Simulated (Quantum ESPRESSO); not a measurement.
## Calculated data, Al2ZnSiN4 (made-up cell)

Computed with Quantum ESPRESSO 7.5. Calculation on a made-up crystal cell, not a measurement: periodic Kohn-Sham density functional theory in plane waves with PseudoDojo standard norm-conserving scalar-relativistic pseudopotentials, each functional with its own files (v0.5 for PBE, v0.4.1 for LDA and PBEsol), no spin polarisation, no spin-orbit coupling, atoms not relaxed, stress positive in tension, energies less a fixed whole-eV offset for each atom's element; levels are Kohn-Sham levels at fractions of this cell's reciprocal vectors, counted from the reference band (half the neutral cell's valence electrons, rounded up) at Gamma; error bars cover cutoff and k-mesh only, not smearing or the files; added strain carries the atoms with the cell, and shear is the tensor component; each bar is the largest change over components, and at least 0.002 eV, 0.002 eV per angstrom or 0.02 GPa; energies are for the whole cell, and the offsets were chosen from early runs and are not element reference energies.

## Al2ZnSiN4 (made-up cell)

```cif
# cell vector a (Å): 3.0857 -0.0463 0.0011
# cell vector b (Å): -0.0801 5.2792 -0.0233
# cell vector c (Å): 0.0019 -0.0219 5.0240
data_Al2ZnSiN4
_symmetry_space_group_name_H-M 'P 1'
_symmetry_Int_Tables_number 1
_cell_length_a 3.0860
_cell_length_b 5.2799
_cell_length_c 5.0240
_cell_angle_alpha 90.503
_cell_angle_beta 89.954
_cell_angle_gamma 91.729
_cell_volume 81.82
loop_
_atom_site_label
_atom_site_type_symbol
_atom_site_fract_x
_atom_site_fract_y
_atom_site_fract_z
_atom_site_occupancy
Al1 Al 0.00992 0.00139 0.00241 1
Si1 Si 0.51510 0.48579 0.98771 1
Al2 Al 0.47109 0.17983 0.49966 1
Zn1 Zn 0.01472 0.65770 0.50108 1
N1 N 0.98494 0.01018 0.36798 1
N2 N 0.48287 0.50298 0.36976 1
N3 N 0.52380 0.16673 0.88394 1
N4 N 0.00621 0.67448 0.86993 1
```

Here we set lattice type wurtzite, functional pbe, cutoff 1143 eV, fermi dirac smearing 0.025 eV, scf tolerance 1e-07 eV, electrons removed 0 and k mesh 6 x 4 x 4, shifted by half a step.

Atoms:
```csv
atoms element,atom site,atom energy offset (eV)
Al,1,-64
Si,2,-115
Al,3,-64
Zn,4,-5687
N,5,-283
N,6,-283
N,7,-283
N,8,-283
```

**Q.** Give the missing pressure for Al2ZnSiN4 (made-up cell).
**A.** 9.598 GPa

**Q.** Al2ZnSiN4 (made-up cell): stress yz?
**A.** -3.725 GPa

**Q.** Give the table of forces values for Al2ZnSiN4 (made-up cell).
**A.** 
Forces:
```csv
site,x (eV/Å),y (eV/Å),z (eV/Å)
1,0.1056,-0.05901,1.445
2,-0.242,2.057,3.162
3,1.158,-1.489,-1.65
4,-1.38,1.659,-1.434
5,-0.678,1.216,0.6538
6,1.62,-1.87,-4.306
7,-0.7361,1.64,-1.154
8,0.1533,-3.153,3.283
```

Further results for Al2ZnSiN4 (made-up cell):

- free energy less offsets: -3.015 eV
- smearing term minus ts: 0 eV
- scf iterations: 12
- stress xx: -9.589 GPa
- stress yy: -12.65 GPa
- stress zz: -6.56 GPa
- stress xz: 0.3126 GPa
- stress xy: -1.59 GPa
- error bar energy: 0.002 eV
- error bar stress: 0.03013 GPa
- error bar force: 0.002 eV/Å
- error bars from: tighter rerun of a related cell
